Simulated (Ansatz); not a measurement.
TeSe2 in space group C2 (No. 5; Te on 2b, Se on 4c), plane-wave PAW r²SCAN+D4 (Ansatz code). The conduction-band minimum lies on the M2–D line, 94 % of the way from M2, with 2 equivalent valleys. Second derivatives d²E/dk² of the lowest band at one valley (eV·Å²), along Cartesian directions:

```json
[
 {"direction": "[100]", "d²E/dk²": "43.95"},
 {"direction": "[010]", "d²E/dk²": "32.07"},
 {"direction": "[001]", "d²E/dk²": "66.38"},
 {"direction": "[110]", "d²E/dk²": "38.01"},
 {"direction": "[101]", "d²E/dk²": "68.70"},
 {"direction": "[011]", "d²E/dk²": "49.18"}
]
```

Problem. Find the principal effective masses, the density-of-states mass and the conductivity mass.

Solution. Off-diagonal terms follow from H_xy = H[110] − (H_xx + H_yy)/2, and m*/mₑ = 7.620 eV·Å² over each eigenvalue: 0.10, 0.20, 0.24. One valley's DOS mass (m₁m₂m₃)^(1/3) = 0.17, conductivity mass 3/(Σ 1/mᵢ) = 0.16 mₑ.

Problem. What effective density of states Nc follows at 300 K for parabolic valleys?

Solution. Nc = 2.509e19 × 2 × (0.17)^(3/2) ≈ 3.5e18 cm⁻³.

The workflow started from a Materials Project entry (that database holds measured and hypothetical structures alike); the Crystallography Open Database copy checked does not list it. Its standing as an ambient phase is unchecked. The cell was relaxed with r²SCAN+D4 under the symmetry of its start; its stability against distortions is not shown here. Spin–orbit coupling is left out wherever it is not named.

Potentials: the later of the program's two PAW sets.

Edges and masses are those of Kohn–Sham bands, whose gap is no quasiparticle gap.
